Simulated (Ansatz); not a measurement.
Question: Fe (diamond, space group No. 227) is relaxed with PBEsol (plane waves, PAW; program Ansatz). What lattice parameters of the conventional cell result?

Answer: a = 4.804 Å.

Space group Fd-3m (diamond). The start of the workflow was typed in or built on a structure type; neither database checked (COD, Materials Project) lists it. It is not the phase usual at ambient conditions (space group No. 229). Symmetry was held in the PBEsol relaxation. At this level the phase is mechanically unstable. The workflow began spin-polarised and lost its moments. The volume moved by -26 % from the start of the relaxation.

Potentials: the later of the program's two PAW sets.
